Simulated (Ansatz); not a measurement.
# Stress against strain in Ca

```xyz
1
Lattice="0.0000 2.7942 2.7942 2.7942 0.0000 2.7942 2.7942 2.7942 0.0000" Properties=species:S:1:pos:R:3 pbc="T T T"
Ca    0.0000    0.0000    0.0000
```

Conventional cell: a = 5.588 Å, b = 5.588 Å, c = 5.588 Å, α = 90.00°, β = 90.00°, γ = 90.00°. Ca (atom 1) is surrounded by 12 Ca at 3.95 Å.

The structure is an experimental refinement, used without relaxation.

These are results of Ansatz 0.2.0, DFT, PBEsol, all-electron LAPW, scalar-relativistic, not measurements.

Numerical set-up: a Γ-centred 11×11×11 k mesh, Fermi–Dirac smearing of 0.05 eV, basis error target 1 meV/atom, no spin polarisation.

The strain is applied along the Cartesian axes of the cell as listed (the other components stay zero). Fractional coordinates are held (clamped ions).

σ is the change of stress from the unstrained cell, which is at -1.16 GPa; tension is positive, so slopes are stress–strain coefficients at that pressure. In a metal the k mesh adds noise.

Only quantities that a quadratic follows smoothly over the whole series are listed; rougher ones are left out.

```tsv
εzz	σzz (GPa)	σxx (GPa)
-0.0200	-0.39	-0.25
0.0000	0.00	0.00
0.0100	0.19	0.11
0.0200	0.37	0.22
```

(1) Fit the series and read off the stiffness at zero strain.

(2) One run, at εzz = -0.0100, is withheld. Predict its row.

Answers

(1) Least-squares fits y = p0 + p1 x + p2 x² to the rows give σzz (GPa): p1 = 19, p2 = -27; σxx (GPa): p1 = 11.7, p2 = -34. So C11 = 19 GPa and C12 = 12 GPa, which gives B = (C11 + 2 C12)/3 = 14 GPa.

(2) The fits give -0.19, -0.12; the run gave -0.19, -0.12.
